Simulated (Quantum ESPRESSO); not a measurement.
```
NaCl
1.0
    0.00000     2.71772     2.71772
    2.71772     0.00000     2.71772
    2.71772     2.71772     0.00000
Na Cl
1 1
Cartesian
  0.00000   0.00000   0.00000
  2.71772   2.71772   2.71772
```

The PBEsol cell relaxed from Materials Project entry mp-22862 was given an isotropic strain of -3 % on all lattice vectors, and the atoms were relaxed again.

What does norm-conserving PBEsol (Quantum ESPRESSO, 88 Ry, without SOC) give for the electronic structure near the Fermi level?

The PBEsol gap is direct, 5.38 eV at Γ.
